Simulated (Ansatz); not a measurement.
GaAs:
Space group I-4m2 (No. 119); a = 5.0873 Å, b = 5.0873 Å, c = 2.8866 Å, α = 90.00°, β = 90.00°, γ = 90.00°

```json
[
 {"atom": "Ga", "site": "2c", "symmetry": "-4m2", "x": "0.0000", "y": "0.5000", "z": "0.2500"},
 {"atom": "As", "site": "2a", "symmetry": "-4m2", "x": "0.0000", "y": "0.0000", "z": "0.0000"}
]
```
(The calculation used a cell of 2 atoms; values per cell refer to that cell.)

Relaxed at zero pressure with r²SCAN in the plane-wave PAW code Ansatz.

Q: The volume is lowered by 6 % and shape and atoms relax at that volume. What pressure results, and how do the axes share the change?

A: 5.3 GPa; a -1.8 %, b -1.8 %, c -2.5 %; the energy rises by 17 meV/atom.

Q: Give the new structure.

A: 
Space group I-4m2 (No. 119); a = 4.9953 Å, b = 4.9953 Å, c = 2.8144 Å, α = 90.00°, β = 90.00°, γ = 90.00°

```tsv
atom	site	symmetry	x	y	z
Ga	2c	-4m2	0.0000	0.5000	0.2500
As	2a	-4m2	0.0000	0.0000	0.0000
```

The phase is kept; no other phase was compared at this pressure.

The first step of the workflow began from a Materials Project structure, measured or hypothetical; the Crystallography Open Database copy checked does not list it. It is not the phase usual at ambient conditions (space group No. 216). The cell was relaxed with r²SCAN under the symmetry of its start; of distortions, only those at the zone centre were tested.

Potentials: the earlier of the program's two PAW sets.
